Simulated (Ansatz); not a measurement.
One crystal and one scan (energy against volume) at two levels, PBEsol (plane waves to 420 eV, PAW, scalar-relativistic; Ansatz, a first-principles code) and PBE (plane waves to 420 eV, PAW, scalar-relativistic; Ansatz), each from its own relaxed cell and on its own mesh. The cell shown is that of PBEsol.

NiSi (MnP type, space group Pnma)

```xyz
8
Lattice="5.1047 0.0000 0.0000 0.0000 3.3601 0.0000 0.0000 0.0000 5.5038" Properties=species:S:1:pos:R:3 pbc="T T T"
Ni     2.6004     0.8400     3.7807
Ni     0.0480     0.8400     4.4751
Ni     2.5043     2.5201     1.7232
Ni     5.0567     2.5201     1.0288
Si     3.4650     0.8400     0.4800
Si     0.9126     0.8400     2.2719
Si     1.6397     2.5201     5.0238
Si     4.1921     2.5201     3.2319
```

This relaxed cell (volume V₀) is scaled evenly in all directions, its shape held. The atoms relax within the cell's symmetry.

The energy includes the smearing's −TS. NiSi is run without spin polarisation. NiSi was relaxed with its symmetry unable to fall. The PAW data are Ansatz's earlier set. With the shape held, the modulus is that of even scaling; a crystal free to change shape is softer. Percentages come from the unrounded values. Both scans cover V/V₀ from 0.900 to 1.100.

Results of PBEsol:

```
Item                                                                         Result
---------------------------------------------------------------------------  ------
Lattice constant a (Å)                                                        5.105
Lattice constant b (Å)                                                        3.360
Lattice constant c (Å)                                                        5.504
Relaxed volume (Å³/atom)                                                      11.80
Pressure at the smallest volume (GPa)                                          24.9
Energy cost of the largest compression (meV/atom)                                83
Energy cost of the largest expansion (meV/atom)                                  57
Bulk modulus at fixed cell shape B₀ (third-order Birch-Murnaghan fit) (GPa)   185.4
Pressure for 5 % compression (fit) (GPa)                                       10.7
```

Task: What does PBE give for the same quantities?

Result: 
```tsv
quantity	PBE	PBEsol − PBE
Lattice constant a (Å)	5.190	-0.085 (-1.6 %)
Lattice constant b (Å)	3.350	+0.010 (+0.3 %)
Lattice constant c (Å)	5.624	-0.120 (-2.1 %)
Relaxed volume (Å³/atom)	12.22	-0.42 (-3.5 %)
Pressure at the smallest volume (GPa)	22.6	+2.3 (+10 %)
Energy cost of the largest compression (meV/atom)	78	+5 (+7 %)
Energy cost of the largest expansion (meV/atom)	53	+4 (+7 %)
Bulk modulus at fixed cell shape B₀ (third-order Birch-Murnaghan fit) (GPa)	167.3	+18.1 (+11 %)
Pressure for 5 % compression (fit) (GPa)	9.7	+1.0 (+11 %)
```

PBEsol gives the higher value for: lattice constant b; pressure at the smallest volume; energy cost of the largest compression; energy cost of the largest expansion; bulk modulus at fixed cell shape B₀; pressure for 5 % compression. PBEsol gives the lower value for: lattice constant a; lattice constant c; relaxed volume. Neither level is exact: the differences show how much the result hangs on the functional.

(Under strain, the slope of the energy per volume gives the stress and its curvature an elastic modulus.)
